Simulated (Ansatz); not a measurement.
SiC with yttrium replacing C: gradients before and after relaxing the atoms

Start: a supercell of SiC (wurtzite type, P6_3mc) built from a COD entry, with all atoms left at the host's positions.

```
Si Y C
1.0
     6.15200    0.00000    0.00000
    -4.61400    7.99168    0.00000
     0.00000    0.00000   10.09600
Si Y C
24 1 23
Direct
  0.16667 0.22222 0.00000
  0.16667 0.22222 0.50000
  0.16667 0.55556 0.00000
  0.16667 0.55556 0.50000
  0.16667 0.88889 0.00000
  0.16667 0.88889 0.50000
  0.66667 0.22222 0.00000
  0.66667 0.22222 0.50000
  0.66667 0.55556 0.00000
  0.66667 0.55556 0.50000
  0.66667 0.88889 0.00000
  0.66667 0.88889 0.50000
  0.33333 0.11111 0.25000
  0.33333 0.11111 0.75000
  0.33333 0.44444 0.25000
  0.33333 0.44444 0.75000
  0.33333 0.77778 0.25000
  0.33333 0.77778 0.75000
  0.83333 0.11111 0.25000
  0.83333 0.11111 0.75000
  0.83333 0.44444 0.25000
  0.83333 0.44444 0.75000
  0.83333 0.77778 0.25000
  0.83333 0.77778 0.75000
  0.16667 0.22222 0.19250
  0.16667 0.22222 0.69250
  0.16667 0.55556 0.19250
  0.16667 0.55556 0.69250
  0.16667 0.88889 0.19250
  0.16667 0.88889 0.69250
  0.66667 0.22222 0.19250
  0.66667 0.22222 0.69250
  0.66667 0.55556 0.19250
  0.66667 0.55556 0.69250
  0.66667 0.88889 0.19250
  0.66667 0.88889 0.69250
  0.33333 0.11111 0.44250
  0.33333 0.11111 0.94250
  0.33333 0.44444 0.44250
  0.33333 0.44444 0.94250
  0.33333 0.77778 0.44250
  0.33333 0.77778 0.94250
  0.83333 0.11111 0.44250
  0.83333 0.11111 0.94250
  0.83333 0.44444 0.44250
  0.83333 0.44444 0.94250
  0.83333 0.77778 0.44250
  0.83333 0.77778 0.94250
```

Atoms are numbered from 1 in the order listed; like atoms form one site, named after its first atom.

Level of theory: DFT, PBE, plane waves and PAW, scalar-relativistic, 420 eV cutoff, Γ-centred 4×3×2 k-points, Fermi–Dirac smearing 0.01 eV, cell charge -1 (Ansatz 0.2.0).

The largest force at the start is 15 eV/Å. Relaxing the ions at fixed cell moves them by 1.037 Å at most (atom 1, Si) and 0.272 Å rms.

```json
{"site": "Si1", "atom": "1", "moved (Å)": "1.037", "first shell before": "3 C at 1.87 Å, 1 Y at 1.94 Å", "first shell after": "4 C at 1.85–1.94 Å, 3 Si at 2.43–2.47 Å; also 1 Y at 2.38 Å", "V_zz before (10²¹ V/m²)": "1.58", "η before": "0.03"}
{"site": "Si3", "atom": "3", "moved (Å)": "0.114", "first shell before": "4 C at 1.87–1.94 Å", "first shell after": "4 C at 1.88–1.90 Å", "V_zz before (10²¹ V/m²)": "1.66", "η before": "0.05"}
{"site": "Si7", "atom": "7", "moved (Å)": "0.102", "first shell before": "4 C at 1.87–1.94 Å", "first shell after": "4 C at 1.80–1.94 Å", "V_zz before (10²¹ V/m²)": "1.50", "η before": "0.12"}
{"site": "Si9", "atom": "9", "moved (Å)": "0.073", "first shell before": "4 C at 1.87–1.94 Å", "first shell after": "4 C at 1.87–1.89 Å", "V_zz before (10²¹ V/m²)": "1.55", "η before": "0.11"}
{"site": "Si13", "atom": "13", "moved (Å)": "0.444", "first shell before": "3 C at 1.87–1.94 Å, 1 Y at 1.87 Å", "first shell after": "2 C at 1.87–1.98 Å, 1 Si at 2.28 Å; also 1 Y at 2.52 Å, 1 C at 2.65 Å", "V_zz before (10²¹ V/m²)": "-2.63", "η before": "0.84"}
{"site": "Si14", "atom": "14", "moved (Å)": "0.123", "first shell before": "4 C at 1.87–1.94 Å", "first shell after": "4 C at 1.84–1.97 Å, 1 Si at 2.43 Å; also 1 C at 2.82 Å", "V_zz before (10²¹ V/m²)": "1.68", "η before": "0.05"}
{"site": "Si15", "atom": "15", "moved (Å)": "0.086", "first shell before": "1 Y at 1.87 Å, 3 C at 1.87–1.94 Å", "first shell after": "3 C at 1.93–1.94 Å", "V_zz before (10²¹ V/m²)": "2.00", "η before": "0.61"}
{"site": "Si16", "atom": "16", "moved (Å)": "0.161", "first shell before": "4 C at 1.87–1.94 Å", "first shell after": "4 C at 1.84–1.96 Å, 1 Si at 2.43 Å; also 1 C at 3.02 Å", "V_zz before (10²¹ V/m²)": "1.81", "η before": "0.07"}
{"site": "Si17", "atom": "17", "moved (Å)": "0.117", "first shell before": "4 C at 1.87–1.94 Å", "first shell after": "4 C at 1.82–1.90 Å", "V_zz before (10²¹ V/m²)": "1.36", "η before": "0.91"}
{"site": "Si18", "atom": "18", "moved (Å)": "0.094", "first shell before": "4 C at 1.87–1.94 Å", "first shell after": "4 C at 1.87–1.89 Å", "V_zz before (10²¹ V/m²)": "1.48", "η before": "0.05"}
{"site": "Si19", "atom": "19", "moved (Å)": "0.676", "first shell before": "3 C at 1.87–1.94 Å, 1 Y at 1.87 Å", "first shell after": "3 C at 1.83–1.91 Å, 1 Si at 2.28 Å; also 1 Y at 2.60 Å, 1 Si at 2.62 Å", "V_zz before (10²¹ V/m²)": "-2.49", "η before": "0.49"}
{"site": "Si20", "atom": "20", "moved (Å)": "0.148", "first shell before": "4 C at 1.87–1.94 Å", "first shell after": "4 C at 1.83–1.95 Å, 1 Si at 2.47 Å; also 1 C at 2.86 Å", "V_zz before (10²¹ V/m²)": "1.70", "η before": "0.04"}
{"site": "Si22", "atom": "22", "moved (Å)": "0.076", "first shell before": "4 C at 1.87–1.94 Å", "first shell after": "4 C at 1.85–1.87 Å", "V_zz before (10²¹ V/m²)": "1.59", "η before": "0.13"}
{"site": "Si24", "atom": "24", "moved (Å)": "0.086", "first shell before": "4 C at 1.87–1.94 Å", "first shell after": "4 C at 1.86–1.88 Å", "V_zz before (10²¹ V/m²)": "1.55", "η before": "0.10"}
{"site": "Y", "atom": "25", "moved (Å)": "0.829", "first shell before": "4 Si at 1.87–1.94 Å", "first shell after": "3 Si at 2.38–2.60 Å, 6 C at 2.41–3.03 Å; also 3 Si at 2.63–2.98 Å", "V_zz before (10²¹ V/m²)": "3.83", "η before": "0.94"}
{"site": "C48", "atom": "48", "moved (Å)": "0.019", "first shell before": "4 Si at 1.87–1.94 Å", "first shell after": "4 Si at 1.87–1.89 Å", "V_zz before (10²¹ V/m²)": "0.27", "η before": "0.11"}
```

(1) How do the gradients change?

Answers

(1) 

```tsv
site	atom	V_zz after	η after	change of V_zz
Si1	1	-1.50	0.50	–
Si3	3	-1.76	0.39	-3.42
Si7	7	-2.53	0.89	-4.03
Si9	9	-1.01	0.88	-2.56
Si13	13	-6.10	0.47	–
Si14	14	-3.36	0.73	–
Si15	15	-5.80	0.06	-7.80
Si16	16	-3.71	0.73	–
Si17	17	-2.39	0.29	–
Si18	18	-1.05	0.73	-2.53
Si19	19	4.32	0.86	+6.81
Si20	20	3.23	0.66	–
Si22	22	-1.12	0.27	-2.71
Si24	24	-0.76	0.76	-2.31
Y	25	15.35	0.26	+11.52
C48	48	0.27	0.97	0.00
```

The largest change of V_zz along a kept axis is on Y, from 3.83 to 15.35. Where |V_zz| stays above 0.1 and the axes keep their order, η moves most on C48, from 0.11 to 0.97. On Y, Si9, Si24, Si7, C43 (not all in the table) V_xx and V_yy change places (or their axes turn by over 50°), so the two values of η hide a larger change. V_zz changes sign on Si19 (axis turned by 40°), Si15 (axis turned by 34°), Si3 (axis turned by 18°), Si22 (same axis), Si9 (axis turned by 14°), Si24 (same axis), Si7 (axis turned by 25°), Si18 (axis turned by 12°) and 4 more sites (not all in the table). On Si13, Si16, Si20, Si14, Si1, Si17, Si12, Si6 and 21 more sites (not all in the table) the largest principal value lies along another axis in the second run, so the two V_zz can't be compared directly. The table leaves out 32 of the 48 sites, with |V_zz| up to 6.58; their tensors move by 4.75 at most along any direction. The statements above cover all sites. The host's own positions weren't relaxed first, so part of the change far from the defect can be the host's relaxation.

The run isn't spin-polarised, and a state with spin may lie lower. The defect repeats with the cell of 48 atoms, so it feels its images: sites between two images don't show the values beside a lone defect, and zeros or small values of η there can come from the images' arrangement. C and Si carry a gradient in the pure host already, so the values there aren't the defect's effect alone. A uniform background compensates the cell's charge. The defect cell has no gap above 0.1 eV on its mesh, so the values can hang on the smearing and the k-mesh. Without spin–orbit coupling (the program notes it for Y) the gradients can shift somewhat, as the gap is small.
Before: Forces reach 0.9 eV/Å even beyond 5.5 Å from the defect, so the host's positions may themselves be off equilibrium. The cell keeps the host's lattice, where the PBE pressure is 16 GPa (in a charged cell this depends on the convention for the mean potential). The neighbours have not yet relaxed around the defect (largest force 15 eV/Å), so the values at and beside it are those of a strained start, not of the defect in a real crystal.
After: The cell keeps the host's lattice, where the PBE pressure is 10 GPa (in a charged cell this depends on the convention for the mean potential).
